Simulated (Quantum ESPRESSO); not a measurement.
```xyz
8
Lattice="3.3190 -5.7434 -0.0005 3.3190 5.7434 -0.0005 -2.1523 0.0000 5.9872" Properties=species:S:1:pos:R:3 pbc="T T T"
Cl     4.4716    -1.9942     1.4836
Cl     0.0141     1.9942     4.5026
Cl     0.0141    -1.9942     4.5026
Cl     4.4716     1.9942     1.4836
Cl     0.9911     0.0000     1.5090
Cl     3.4947     0.0000     4.4772
Tl     3.3190    -3.8318    -0.0005
Tl     3.3190     3.8318    -0.0005
```

Cell and atoms were relaxed with PBE+D3(BJ) from Materials Project entry mp-1206058, within its symmetry.

**Question.** What does PBEsol (pw.x of Quantum ESPRESSO, ONCV potentials, scalar-relativistic) give for the electronic structure near the Fermi level?

**Answer.** The PBEsol gap is indirect, 1.99 eV, from X to Γ; the smallest direct gap is 2.03 eV. Another valence extremum on the path lies within 0.02 eV, too close to call. Spin-orbit coupling is left out; with 6p states at a band edge it can lower the gap by many tenths of an eV, most of a small gap.

The structure is a Materials Project entry; no match was found in the copy of COD used, and its stability was not checked.
